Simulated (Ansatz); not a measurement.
# TlIn: strain energy, fitted

TlIn, R-3m, a = 3.362 Å, c = 16.536 Å. The structure is a Materials Project entry; whether it is the stable form wasn't checked. Ansatz: PBEsol, PAW, 420 eV, Γ-centred 12×12×2 mesh on 6 atoms, Gaussian smearing 0.10 eV; no spin polarisation. Series: biaxial strain in the a-b plane, c and atoms relaxed; x is the strain in per cent. y is the free energy over the unstrained cell, V0 = 26.978 Å³/atom.

```tsv
x (%)	y (meV/atom)
-6.0	?
-4.0	21.05
-2.0	7.45
0.0	0.00
2.0	1.41
4.0	12.36
6.0	26.33
```

Problem. Fit y = c2 x² + c3 x³ to the other rows, turn c2 into a modulus, and predict the missing energy.

Solution. Least squares on the rows shown. y = 1.0795 x² − 0.060229 x³. In eV per unit strain² c2 is 10.79; M is the biaxial modulus (E = M V0 ε²): 10.79 × 160.2 / (26.978) = 64 GPa. The unstrained cell keeps some stress along the strain, worth a slope of -1.14 meV/atom per %, which the form leaves out. With a term in x⁴ added, the coefficient of x² becomes 0.9746, 10 % less, which shows how far this figure hangs on the form. At x = -6.0 the fit asked for gives 51.87 meV/atom. The run gave 45.91 meV/atom, so the fit is 5.96 meV/atom too high, 13 % of the span of the series, against an rms of 1.69 meV/atom on the fitted rows. The row lies outside the fitted range. With a term in x⁴ added, a fit to the same known rows predicts 56.98 meV/atom, further off still.

Spin–orbit coupling is left out, which can shift energies with elements as heavy as these.